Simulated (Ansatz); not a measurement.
The cell comes from COD entry 9008804, which wasn't checked; take it as a given geometry. The listed cell was then made from it by scaling, straining or moving an atom.

MgAu: DFT, LDA, all-electron PAW with datasets made for the crystal, scalar-relativistic (Ansatz 0.2.0). What sets it apart from a plain run of this crystal: volume scaled by 0.96.

Command: `ansatz run input.yaml --threads 1 --pin off --max-ram 3072MiB --backend cpu --events-out ev --progress --plain --runs-dir out` The run took 7.5 s on 1 thread of Arm Neoverse V2 (shared host), peak memory 0.44 GiB.

```yaml
crystal:
  lattice:
    - [3.2149540601, 0.0, 0.0]
    - [0.0, 3.2149540601, 0.0]
    - [0.0, 0.0, 3.2149540601]
  atoms:
    - { symbol: Mg, position: [0.5, 0.5, 0.5] }
    - { symbol: Au, position: [0.0, 0.0, 0.0] }
kpoints:
  mp_grid: { grid: [13, 13, 13] }
scf:
  occupations: { method: fermi_dirac, width: 0.05 }
hamiltonian:
  xc: lda
  pseudopotentials: { kind: all_electron, datasets: crystal }
output:
  forces: true
  stress: true
  eigenvalues: true
  efg: { contact_densities: true }
```

Output (standing set-up lines are left out):

```
Crystal: 2 atoms, lattice volume = 33.230 Å³
Basis set: ecut = 260 eV, 305 PW (Γ)
Space group: Pm-3m (ITA 221), of the structure as read, at distance tolerance 3.2e-5 Å
iter 1 solved again at ethr=2.64e-2 eV; its pass at ethr=1.00e-1 eV (dr2=3.43e0 eV) is discarded
SCF iter   1: F=—  HF=-522371.992404 eV  |F-HF|=—  |Δ(HF+E_count)|=         —  Δρ=1.00e-1  dr2=3.67e0  ethr=2.64e-2  ⟨swp⟩=2.1  Hψ=6058  notcnv=0
preconditioner: auto → none  [metal: Δε(μ)=0.093 eV  Ē_g=10.412 eV  σ=0.050 eV  W_gap=0.38  n_scr=6 (ndim 8)  ℏωp=23.2 eV  f_vac=0.000  D(μ)=0.40/eV (n_scr^D=0)  sad-step TF]
SCF iter   2: F=—  HF=-522371.424443 eV  |F-HF|=—  |Δ(HF+E_count)|=   5.68e-1  Δρ=4.09e-2  dr2=6.13e-1  ethr=2.64e-2  ⟨swp⟩=2.0  Hψ=1848  notcnv=0
iter 3 solved again at ethr=1.43e-4 eV; its pass at ethr=4.71e-3 eV (dr2=1.86e-2 eV) is discarded
SCF iter   3: F=—  HF=-522371.175830 eV  |F-HF|=—  |Δ(HF+E_count)|=   2.49e-1  Δρ=7.60e-3  dr2=1.88e-2  ethr=1.43e-4  ⟨swp⟩=2.2  Hψ=4749  notcnv=0  defer=3
SCF iter   4: F=—  HF=-522371.200017 eV  |F-HF|=—  |Δ(HF+E_count)|=   2.42e-2  Δρ=4.18e-3  dr2=5.96e-3  ethr=1.43e-4  ⟨swp⟩=3.2  Hψ=2098  notcnv=0  defer=1
SCF iter   5: F=—  HF=-522371.202416 eV  |F-HF|=—  |Δ(HF+E_count)|=   2.40e-3  Δρ=1.04e-3  dr2=4.33e-4  ethr=4.59e-5  ⟨swp⟩=3.0  Hψ=2052  notcnv=0
SCF iter   6: F=—  HF=-522371.202335 eV  |F-HF|=—  |Δ(HF+E_count)|=   8.12e-5  Δρ=5.14e-4  dr2=1.06e-4  ethr=3.33e-6  ⟨swp⟩=3.0  Hψ=2897  notcnv=0
SCF iter   7: F=—  HF=-522371.202311 eV  |F-HF|=—  |Δ(HF+E_count)|=   2.41e-5  Δρ=1.39e-4  dr2=7.73e-6  ethr=8.17e-7  ⟨swp⟩=2.0  Hψ=1480  notcnv=0
SCF iter   8: F=—  HF=-522371.202309 eV  |F-HF|=—  |Δ(HF+E_count)|=   1.68e-6  Δρ=1.94e-5  dr2=1.24e-7  ethr=5.95e-8  ⟨swp⟩=2.8  Hψ=1596  notcnv=0
SCF iter   9: F=-522371.202309 eV  HF=-522371.202309 eV  |F-HF|=5.82e-10  |Δ(HF+E_count)|=   1.45e-8  Δρ=3.12e-6  dr2=1.80e-9  ethr=9.51e-10  ⟨swp⟩=3.0  Hψ=1947  notcnv=0
SCF 1 converged in 9 iterations: F = -522371.202312 eV  dr2 = 1.80e-9
  Residual-converged pass: ⟨swp⟩=2.5  Hψ=1540  notcnv=0  max |occ|·‖R‖ = 5.2e-6 eV (tolerance 5.3e-6 eV)  dr2=1.80e-9  dr2_onsite=3.13e-9  max |Δocc| = 3.0e-10
  greatest PAW one-centre occupation: 0.871 electrons in one spin orbital (limit 2), on the Au atom at site 1 (counted from 0), in its partial waves of l = 2
SCF converged after 9 iterations
Free energy (F): -522371.202312 eV
Harris-Foulkes:  -522371.202312 eV  (|F-HF|=5.82e-10)
Internal energy: -522371.197012 eV  (E = F + TS)
E sigma→0 (E₀):  -522371.199662 eV
Entropy (-TS):   -0.005300 eV (-2.650 meV/atom)
Past the cutoff: the bands carry plane waves up to 1.75 times it, of which those up to 1.5 times it add -0.000584 eV an atom, each by itself; the spheres take 0.000324 eV an atom off the energy for waves past 1.75 times it
By the cutoff:   a pressure is off by up to 0.009 GPa (1.2 times the spheres' own share and the shells' term, over an atom's volume, and 0.004 GPa: a bound that held against runs at twice the plane waves)
Past the cutoffs: a stress includes 0.0035 GPa for waves and charges beyond them, in addition to the slope of what the spheres take
In the spheres:  the bands' charges fall short by 2.5e-6 e at most (sound up to 1e-3), those of shells solved beside the bands by 3.6e-7 e (sound up to 5e-4)
Fermi energy:    16.957994 eV
--- Per-component energies (eV) ---
  The terms above E_closure are by the made datasets' own strengths, without shells solved beside the bands.
--- Forces (eV/Å), atoms counted from 1 ---
  atom   1  Mg     0.00000000     0.00000000     0.00000000
  atom   2  Au    -0.00000000     0.00000000    -0.00000000
  max |Σ_I F_I| component: 3.62e-31 eV/Å
--- Stress (GPa, compression-positive) ---
        0.353575      -0.000000       0.000000
       -0.000000       0.353575       0.000000
        0.000000       0.000000       0.353575
  P = ⅓ Tr σ = 0.3536 GPa (3.536 kbar)
  It holds what live shells' own plane waves past their cutoff add
--- PAW observables at the nuclei: V_zz in 10²¹ V/m², potentials from the cell's mean, atoms counted from 1 ---
  atom   1  Mg V_zz =    +0.000000   η = 0.0000   by run symmetry: forbidden
            electrostatic potential = -1108.018180 V   contact ρ = 7720.093015 e/Å³
  atom   2  Au V_zz =    -0.000000   η = 0.0000   by run symmetry: forbidden
            electrostatic potential = -16447.899259 V   contact ρ = 13020765.585627 e/Å³
--- Band table (eV; the first three rows and the last of 84) ---
  k-point 0: bands = ["7.5011", "10.9258", "10.9258", "12.8446", "12.8446", "12.8446", "22.4464", "22.4464", "22.4464"]
  k-point 1: bands = ["7.5997", "10.9425", "10.9743", "12.7956", "12.7956", "12.8501", "21.6230", "22.5816", "22.5816"]
  k-point 2: bands = ["7.8876", "10.9892", "11.1162", "12.6643", "12.6643", "12.8655", "20.0654", "22.9678", "22.9678"]
  k-point 83: bands = ["10.8446", "10.8739", "10.8739", "13.6058", "13.6058", "17.8676", "18.9447", "18.9447", "20.4512"]
```
